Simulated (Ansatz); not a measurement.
Bands of Cu3Pd

```xyz
4
Lattice="3.7220 0.0000 0.0000 0.0000 3.7220 0.0000 0.0000 0.0000 3.7220" Properties=species:S:1:pos:R:3 pbc="T T T"
Cu    0.0000    1.8610    1.8610
Cu    1.8610    0.0000    1.8610
Cu    1.8610    1.8610    0.0000
Pd    0.0000    0.0000    0.0000
```

Atoms are numbered in the order listed.

The cell comes from COD entry 1524619, which wasn't checked; take it as a given geometry. It differs from other determinations.

Spin polarisation is left out, and whether a magnetic state lies lower isn't shown here.

The calculation used DFT, PBEsol, all-electron LAPW, scalar-relativistic (Ansatz 0.2.0).

Sampling and basis: a Γ-centred 9×9×9 k mesh, Fermi–Dirac smearing of 0.05 eV, basis error target 0.5 meV/atom, no spin polarisation.

Points in fractions of the reciprocal vectors of this cell: Γ (0, 0, 0), X (0, 0.5, 0), M (0.5, 0.5, 0), R (0.5, 0.5, 0.5). The path joins them by straight lines in the order Γ–X–M–Γ–R–X–R–M; legs that retrace an earlier one aren't tabulated. Energies are in eV from the Fermi level.

Q: Is there a gap?

A: none: with an odd electron count and no spin polarisation the bands can't all be full, a metal in this set-up (spin order or a larger cell could open a gap).

Q: List the levels between -5 and 5 eV at the symmetry points.

A: 
Γ: -4.97 (×2), -4.25 (×3), -4.14, -2.59 (×3), -1.72 (×2), -1.26, -1.14 (×3), -0.81 (×2), -0.41 (×3), 2.03 (×3)
X: -4.24, -3.71, -3.48, -3.44 (×2), -3.18, -2.92 (×2), -2.18, -2.17, -1.93 (×2), -1.83, -1.78 (×2), -1.54, -1.46, -1.15, -1.14, -0.43
M: -4.96, -3.99 (×2), -3.94, -3.43 (×2), -3.22, -3.00, -2.90, -2.87, -2.76 (×2), -2.08 (×2), -2.05, -1.87, -1.81, -1.78, -1.54 (×2), 0.02 (×2), 1.05, 1.17
R: -4.15, -2.80 (×2), -2.63 (×3), -2.54 (×3), -1.26 (×3), -0.86 (×3), -0.78, -0.73 (×2), -0.15 (×3), 4.70 (×3)
